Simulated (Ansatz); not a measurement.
An Ansatz (an electronic-structure program) run. Input:

Ansatz 0.2 input:
```yaml
crystal:
  lattice:
    - [0.0, 1.8048463695, 1.8048463695]
    - [1.8048463695, 0.0, 1.8048463695]
    - [1.8048463695, 1.8048463695, 0.0]
  atoms:
    - { symbol: N, position: [0.75, 0.75, 0.75] }
    - { symbol: B, position: [0.0, 0.0, 0.0] }
kpoints:
  mp_grid: { grid: [11, 11, 11] }
hamiltonian:
  xc: r2scan
  pseudopotentials: { kind: paw }
scf:
  occupations: { method: fixed }
output:
  optics: { e_range: [0.0, 15.0], de: 0.05, sigma: 0.1, bands: { spectra_wanted_up_to: 12 eV } }
```

Output (shortened):

```
output.optics: the spectra are integrated over the Brillouin zone by k·p interpolation around the k-points, where levels, occupations, output.optics.sigma and …
Pseudopotential: N, paw, valence charge 5
Pseudopotential: B, paw, valence charge 3
Functional definition: r2SCAN
Crystal: 2 atoms, lattice volume = 11.758 Å³
Basis set: ecut = 500 eV, 307 PW (Γ), exchange–correlation on 80×80×80 points (64 copies of the dense FFT grid, shifted against one another)
Bands: 8, of which v1, the nominal top of the filled ones, is band 4 counted from 1 (3 counted from 0)
Symmetry: 24 space group operations
Space group: F-43m (ITA 216), of the structure as read, at distance tolerance 2.3e-5 Å
k-points: 56 of 1331 (time reversal used)
SCF iter   1: F=—  HF=-543.914227 eV  |F-HF|=—  |Δ(HF+E_count)|=         —  Δρ=1.17e-2  dr2=1.22e-2  dr2_τ=3.29e-1  ethr=1.77e-3  ⟨swp⟩=3.9  Hψ=2569  notcnv=0  defer=81
preconditioner: auto → none
SCF iter   2: F=—  HF=-544.006352 eV  |F-HF|=—  |Δ(HF+E_count)|=   9.21e-2  Δρ=6.54e-3  dr2=1.85e-3  dr2_τ=2.28e-4  ethr=1.53e-4  ⟨swp⟩=2.0  Hψ=1244  notcnv=0  defer=101
SCF iter   3: F=—  HF=-544.006599 eV  |F-HF|=—  |Δ(HF+E_count)|=   2.47e-4  Δρ=1.59e-3  dr2=1.09e-4  dr2_τ=2.90e-5  ethr=2.31e-5  ⟨swp⟩=2.9  Hψ=702  notcnv=0  defer=104
SCF iter   4: F=—  HF=-544.006614 eV  |F-HF|=—  |Δ(HF+E_count)|=   1.47e-5  Δρ=1.61e-4  dr2=1.58e-6  dr2_τ=1.71e-7  ethr=1.37e-6  ⟨swp⟩=2.6  Hψ=721  notcnv=0  defer=104
SCF iter   5: F=—  HF=-544.006615 eV  |F-HF|=—  |Δ(HF+E_count)|=   1.66e-6  Δρ=6.22e-5  dr2=3.71e-7  dr2_τ=1.69e-8  ethr=1.97e-8  ⟨swp⟩=2.6  Hψ=674  notcnv=0
SCF iter   6: F=—  HF=-544.006615 eV  |F-HF|=—  |Δ(HF+E_count)|=   8.02e-8  Δρ=1.06e-5  dr2=9.60e-9  dr2_τ=2.32e-10  ethr=4.63e-9  ⟨swp⟩=2.2  Hψ=652  notcnv=0
SCF iter   7: F=-544.006615 eV  HF=-544.006615 eV  |F-HF|=1.60e-11  |Δ(HF+E_count)|=  9.25e-10  Δρ=5.84e-7  dr2=8.04e-12  dr2_τ=8.37e-12  ethr=1.00e-12  ⟨swp⟩=3.2  Hψ=2190  notcnv=0
SCF 1 converged in 7 iterations: F = -544.006615 eV  dr2 = 8.04e-12
NSCF: frozen V_eff on 56 k-points
Optics k sum: 0 of 56 k-points
Optics k sum: 3 of 56 k-points
Optics k sum: 6 of 56 k-points
Optics k sum: 9 of 56 k-points
Optics k sum: 12 of 56 k-points
Optics k sum: 14 of 56 k-points
Optics k sum: 17 of 56 k-points
Optics k sum: 20 of 56 k-points
Optics k sum: 23 of 56 k-points
Optics k sum: 26 of 56 k-points
Optics k sum: 28 of 56 k-points
Optics k sum: 31 of 56 k-points
Optics k sum: 34 of 56 k-points
Optics k sum: 37 of 56 k-points
Optics k sum: 40 of 56 k-points
Optics k sum: 42 of 56 k-points
Optics k sum: 45 of 56 k-points
Optics k sum: 48 of 56 k-points
Optics k sum: 51 of 56 k-points
Optics k sum: 54 of 56 k-points
Optics k sum: 56 of 56 k-points
Optics k sum: 0 of 56 k-points
Optics k sum: 3 of 56 k-points
Optics k sum: 6 of 56 k-points
Optics k sum: 9 of 56 k-points
Optics k sum: 12 of 56 k-points
Optics k sum: 14 of 56 k-points
Optics k sum: 17 of 56 k-points
Optics k sum: 20 of 56 k-points
Optics k sum: 23 of 56 k-points
Optics k sum: 26 of 56 k-points
Optics k sum: 28 of 56 k-points
Optics k sum: 31 of 56 k-points
Optics k sum: 34 of 56 k-points
Optics k sum: 37 of 56 k-points
Optics k sum: 40 of 56 k-points
Optics k sum: 42 of 56 k-points
Optics k sum: 45 of 56 k-points
Optics k sum: 48 of 56 k-points
Optics k sum: 51 of 56 k-points
Optics k sum: 54 of 56 k-points
Optics k sum: 56 of 56 k-points
NSCF: frozen V_eff on 1 k-points
NSCF: frozen V_eff on 1 k-points
NSCF: frozen V_eff on 1 k-points
NSCF: frozen V_eff on 1 k-points
output.optics: what the bands over the 9 summed would add to eps1, eps2 and the energy-loss function is held between a lower and an upper bound (6 Lanczos …
SCF converged after 7 iterations
Free energy (F): -544.006615 eV
Harris-Foulkes:  -544.006615 eV  (|F-HF|=1.60e-11)
Internal energy: -544.006615 eV  (E = F + TS)
E sigma→0 (E₀):  -544.006615 eV
Fermi energy:    11.079991 eV
--- Per-component energies (eV) ---
  E_band       = 22.326459
  E_kinetic    = 186.167507
  E_local      = -174.774869  (includes V_loc(G=0)·N_el)
  E_nonlocal   = 55.886619
  E_hartree    = 49.521988
  E_xc         = -92.366497
  E_vxc        = -127.840706  (∫ρ·V_xc dr)
  E_paw        = -209.481799  (= ΣΔE_a)
  E_vpaw       = -23.156622  (= ΣTr[D̂ρ^β])
  E_aug_tail   = 0.000018  (compensation charges beyond the density's cutoff)
  E_vtau       = 7.000527  (kinetic-family band-sum trace: ∫τ·v_τ [+ j·A + Jᵃ·Aᵃ] dr)
  E_ewald      = -358.911576
  E_core_change = -0.048007  (= ΣΔE_core)
  E_smearing   =  0.000000  (= −TS)
  E_closure    =  0.000000  (closes the sum)
  Σ components = -544.006615   (vs F -544.006615, Δ=0.00e0)
  [band-id]    e_kinetic+e_local+e_nonlocal+2·e_hartree+e_vxc+e_vpaw+e_augmentation_tail+e_vtau = 22.326449   (vs E_band 22.326459, Δ=-9.30e-6)
--- Band table (eV; the first three rows and the last of 56) ---
  k-point 0: bands = ["-10.2593", "11.0800", "11.0800", "11.0800", "20.6670", "20.6670", "20.6670", "22.1748"]
  k-point 1: bands = ["-10.0507", "9.9613", "10.8603", "10.8603", "20.9106", "21.0058", "21.0058", "22.8829"]
  k-point 2: bands = ["-9.4347", "7.4689", "10.3418", "10.3418", "21.2361", "21.7553", "21.7553", "24.4948"]
  k-point 55: bands = ["-4.3121", "2.9332", "3.5048", "5.1464", "21.1161", "25.1328", "26.5636", "27.5461"]
```

Cost: about 7 core-seconds (a rough figure) on shared cores.

The r²SCAN relaxation kept the symmetry of its start.

Potentials: the later of the program's two PAW sets.

Ansatz is a plane-wave DFT program.
